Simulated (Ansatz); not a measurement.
# Collinear states of WSe

All numbers below come from Ansatz, DFT PBEsol+U, scalar-relativistic, plane waves, PAW.

```
W Se
1.0
     3.10368    0.00000    0.00000
    -1.55184    2.68787    0.00000
     0.00000    0.00000    7.63693
W Se
2 2
Direct
  0.00000 0.00000 0.00000
  0.00000 0.00000 0.50000
  0.33333 0.66667 0.25000
  0.66667 0.33333 0.75000
```

The plane-wave cutoff is 420 eV, the Γ-centred k-mesh is 18×18×6 and the occupation rule is Gaussian smearing, 0.05 eV. The U_eff on Löwdin-orthogonalised atomic d orbitals is W 4 eV, the list of starting moments (μB, in atom order) is 2.5 2.5 0 0 and the check for lower electronic states after the SCF is on.

All runs keep this geometry, which isn't relaxed for the lowest state (largest force there 0.000 eV/Å, pressure 1.5 GPa) and needn't be a stable compound; relaxing each order can shift differences of a few meV. Spin–orbit coupling is left out, which for heavy magnetic ions can matter as much as these differences. Site moments are spin moments in atom-centred spheres that scale with the neighbour distance. The states are those that the runs reached from these starts; a lower one can exist. No antiferromagnetic start is among these.

Question: Order the starts by the energy of the state that they reach, lowest first.
A. large parallel starting moments
B. no spin

Answer: B (0.00 meV/atom), A (7.65 meV/atom).

| start | ends | energy above lowest (meV/atom) | site moments (μB) | gap on mesh (eV) | P (GPa) |
| --- | --- | --- | --- | --- | --- |
| no spin | non-magnetic | 0.00 | none over 0.05 | metal | 1.5 |
| large parallel starting moments | ferromagnetic | 7.65 | W +0.50 (×2) | metal | 2.6 |

Cost: 2 runs of about 3.3 core-minutes in all, on Arm Neoverse V2 (shared hosts).